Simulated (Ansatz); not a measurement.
# CoO (Fm-3m)

All numbers are calculated (LDA+U, U_eff = 4.0 eV (Dudarev form) on Co d, fully localised double counting, collinear spin, scalar-relativistic, 420 eV, PAW set soft_2 (made for PBE), 8×8×8 mesh, Gaussian smearing of 0.05 eV) with the plane-wave PAW code Ansatz.

```
CELL_PARAMETERS angstrom
0.00000 2.13150 2.13150
2.13150 0.00000 2.13150
4.26300 4.26300 0.00000
ATOMIC_POSITIONS crystal
Co 0.00000 0.00000 0.00000
O 0.50000 0.50000 0.25000
Co 0.00000 0.00000 0.50000
O 0.50000 0.50000 0.75000
```

The structure is that of a cell as deposited in COD, unrelaxed. The cell shown is twice the primitive one, so that more magnetic patterns fit.

Cell and atoms stay fixed. Atoms count from 1 in the text and from 0 in parts of the program's output.

Two runs on this cell converged from different starts. The ends of their outputs, energies left out (λ are the eigenvalues of a shell's occupation matrix):

Run A:

```
Magnetization: 0.0000 μB (23.0000 up, 23.0000 down)
Absolute magnetization: 5.4049 μB (∫|ρ↑−ρ↓|, with the PAW one-centre terms)
Per-site moments (μB) at R_I (Å): [(2.51322, 0.87924), (0.00000, 0.87924), (-2.51323, 0.87924), (0.00000, 0.87924)]
Fermi energy:    13.412443 eV
--- Forces (eV/Å), atoms counted from 1 ---
  atom   1  Co     0.00000000     0.00000000     0.00000000
  atom   2  O     -0.00021029    -0.00050948    -0.00064494
  atom   3  Co     0.00000000     0.00000000     0.00000000
  atom   4  O      0.00021029     0.00050948     0.00064494
--- Stress (GPa, compression-positive) ---
      -10.120863       0.546397      -0.545579
        0.546119     -10.898525       0.128487
       -0.545887       0.128050     -10.901882
  P = ⅓ Tr σ = -10.6404 GPa (-106.404 kbar)
--- Löwdin populations: 4 sites ---
  site symbol       q [e]    m [muB]
     0     Co     15.8587     2.6001
     1      O      7.0121     0.0000
     2     Co     15.8587    -2.6001
     3      O      7.0121     0.0000
--- Occupation matrices: 2 shells (run DFT+U table (all-electron-ortho-atomic); ε = 1.85e-2) ---
  Co0 d_3D up     Tr n = 4.9753  λ = 0.991 0.991 0.997 0.997 0.999
  Co0 d_3D dn     Tr n = 2.3551  λ = 0.051 0.161 0.163 0.990 0.991
  Co2 d_3D up     Tr n = 2.3551  λ = 0.051 0.161 0.163 0.990 0.991
  Co2 d_3D dn     Tr n = 4.9753  λ = 0.991 0.991 0.997 0.997 0.999
```

Run B:

```
Magnetization: 0.0000 μB (23.0000 up, 23.0000 down)
Absolute magnetization: 5.4185 μB (∫|ρ↑−ρ↓|, with the PAW one-centre terms)
Per-site moments (μB) at R_I (Å): [(2.51070, 0.87924), (0.00001, 0.87924), (-2.51072, 0.87924), (0.00001, 0.87924)]
Fermi energy:    13.390791 eV
--- Forces (eV/Å), atoms counted from 1 ---
  atom   1  Co     0.00000000     0.00000000     0.00000000
  atom   2  O     -0.00000696    -0.00000696     0.00000696
  atom   3  Co     0.00000000     0.00000000     0.00000000
  atom   4  O      0.00000696     0.00000696    -0.00000696
--- Stress (GPa, compression-positive) ---
      -10.849851      -0.156506       0.156506
       -0.156506     -10.849851       0.156506
        0.156506       0.156506     -10.849851
  P = ⅓ Tr σ = -10.8499 GPa (-108.499 kbar)
--- Löwdin populations: 4 sites ---
  site symbol       q [e]    m [muB]
     0     Co     15.8606     2.5961
     1      O      7.0105     0.0000
     2     Co     15.8606    -2.5961
     3      O      7.0105     0.0000
--- Occupation matrices: 2 shells (run DFT+U table (all-electron-ortho-atomic); ε = 4.31e-3) ---
  Co0 d_3D up     Tr n = 4.9750  λ = 0.991 0.991 0.997 0.997 0.999
  Co0 d_3D dn     Tr n = 2.3576  λ = 0.055 0.161 0.161 0.990 0.990
  Co2 d_3D up     Tr n = 2.3576  λ = 0.055 0.161 0.161 0.990 0.990
  Co2 d_3D dn     Tr n = 4.9750  λ = 0.991 0.991 0.997 0.997 0.999
```

Which run lies higher in energy, by how much, and why?

Run A, by 5.1 meV/atom. Run A has 7 d electrons in filled orbitals, 3 of them unpaired, the high-spin filling, a gap of 2.40 eV; run B has 7 d electrons in filled orbitals, 3 of them unpaired, the high-spin filling, a gap of 2.28 eV. Run A kept 2 symmetry operations, run B 12. Flag on run B: possible saddle point. Both fill the same number of orbitals in each spin with the same magnetic order, so they differ in which orbitals are filled. With J = 0 the Hubbard energy is (U/2) Σ λ(1 − λ), a penalty on fractional natural occupations. The sums Σ λ(1 − λ) over the cell's shells are 0.73 for run B and 0.73 for run A, which at U/2 = 2.00 eV give 1.46 and 1.45 eV per cell. The two differ by 0.01 eV, within U times the program's tolerance on the occupations (0.02), so the energy difference isn't parted into terms.

Every start opposed the Co moments, so their parallel order wasn't tried.

In the lower state the fixed cell carries a pressure of -11 GPa (the cell is larger than this level of theory would relax to); relaxing would change energies and could change the order of close states.

Run A started from: random orbitals: single harmonics, high spin, moments Co1 3.00; Co3 -3.00 μB, occupations held for 5 iterations. Run B started from atoms, default search, moments Co1 3.00; Co3 -3.00 μB. At this level the cell was started in 11 ways, of which 7 didn't converge. Run B holds the lowest state found for this cell, which doesn't make it the ground state. U wasn't fitted or computed for this material, so the results show what this U gives and needn't match the real solid. A gap on the mesh alone may shrink between mesh points.
